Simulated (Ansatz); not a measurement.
Pd (fcc, Cu type)

```
Pd
1.0
    0.00000     3.90836     3.90836
    1.95418     0.00000     1.95418
    1.95418     1.95418     0.00000
Pd
2
Cartesian
  0.00000   0.00000   0.00000
  1.95418   3.90836   1.95418
```

The atoms are displaced by Q × the pattern below (from a DFPT mode at L = (0.5, 0.0, 0.0), largest move 1; Q in Å), at fixed cell. It is one choice among 2 degenerate patterns. (q is in reciprocal vectors of the primitive cell; the cell shown is doubled to hold the pattern.)

```
atom       x       y       z
----  ------  ------  ------
Pd1   -0.285   0.520  -0.805
Pd2    0.285  -0.520   0.805
```

The numbers are results of r2SCAN (plane waves to 500 eV, PAW, scalar-relativistic; Ansatz, a first-principles code), not measurements. k mesh 10×20×20 (Γ-centred), Fermi-Dirac smearing 0.05 eV. Energies are smeared free energies. With partly filled bands, energies and forces of such displacements shift with the k mesh and the smearing. Pd is run without spin polarisation. Pd was relaxed with its symmetry unable to fall. The zero of ΔE is the undisplaced structure. The last digit holds for this mesh only.

```csv
Q (Å),ΔE (meV/cell)
-0.2800,235.4
-0.2333,178.8
-0.1867,withheld
-0.1400,77.3
-0.0933,37.3
-0.0467,9.9
0.0000,0.0
0.0467,9.9
0.0933,37.3
0.1400,77.3
0.1867,withheld
0.2333,178.8
0.2800,235.4
```

Task: Fit an even polynomial form (powers 2, 4, 6) to the given rows and predict ΔE at Q = -0.1867.

Result: Least squares on the 11 given rows: ΔE = (4483)·Q² + (-29190)·Q⁴ + (131500)·Q⁶, in meV/cell with Q in Å; root-mean-square residual 0.25 meV/cell. At -0.1867 the fit gives 126.4 meV/cell; the calculation gives 125.4 meV/cell, so the interpolation is off by 1.0 (+0.8 %). The quadratic term alone would give 156.3 meV/cell.

(For displaced atoms, the force is minus the slope of the energy, and its curvature is a force constant, which sets phonon frequencies.)
